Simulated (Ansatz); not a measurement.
Structure search: one BaBr candidate

The calculation used DFT PBE, scalar-relativistic, plane waves, PAW in Ansatz. Cutoff 420 eV, Gaussian smearing, Γ-centred meshes. Cell and atoms relax first on a coarse mesh and then on a finer one. In between, the cell is made exact in the group found at 0.06 Å. In metals the finer mesh still leaves noise of several meV/atom or more. The steps can't lower the symmetry of their start. No spin polarisation.

A trial structure of BaBr was built thus: random cell by space group and Wyckoff sites (P-6m2, No. 187). Its size is a rough estimate.

Space group P-6m2 (No. 187). a = 4.508 Å, b = 4.508 Å, c = 4.790 Å, α = 90.00°, β = 90.00°, γ = 120.00°
```tsv
atom	site	symmetry	x	y	z
Ba	1f	-6m2	0.6667	0.3333	0.5000
Br	1a	-6m2	0.0000	0.0000	0.0000
```

Energies over the elements count from the elements' standard structures at the same level, with no fitted energy shifts. The references include crystalline Br.

Task: What does it relax into?

Result: The symmetry stays P-6m2 (No. 187). The end has the tungsten carbide type. The volume per atom shrinks by 9.4 %, from 42.1 to 38.2 Å³. The shortest distance goes from 3.54 Å (Ba–Br) to 3.44 Å (Ba–Br). Conventional cell: a = 4.296 Å, c = 4.780 Å. Around Ba lie 6 Br at 3.44 Å; around Br lie 6 Ba at 3.44 Å.

```
Ba Br
1.0
     4.29559    0.00000    0.00000
    -2.14780    3.72009    0.00000
     0.00000    0.00000    4.78048
Ba Br
1 1
Cartesian
  2.1478 1.2400 2.3902
  0.0000 0.0000 0.0000
```

Task: How does it come out in energy, and is it a metal?

Result: The energy over the elements is −1.52 eV/atom and the gap on the 18×18×12 mesh of the 2-atom cell is 0 eV (a metal).

The last run used Gaussian smearing of 0.10 eV. An odd number of electrons in the primitive cell allows no gap without spin; a larger cell or a magnetic state could open one. The cell is a metal run without spin; a magnetic state may lie lower. The reference form of Br is held partly by dispersion forces, which this level lacks. Symmetry constrained the relaxation, so the result can be a saddle point. Another cell of BaBr relaxed alike, in P6_3/mmc, lies 16 meV/atom lower, so this cell isn't the stable form at this level.
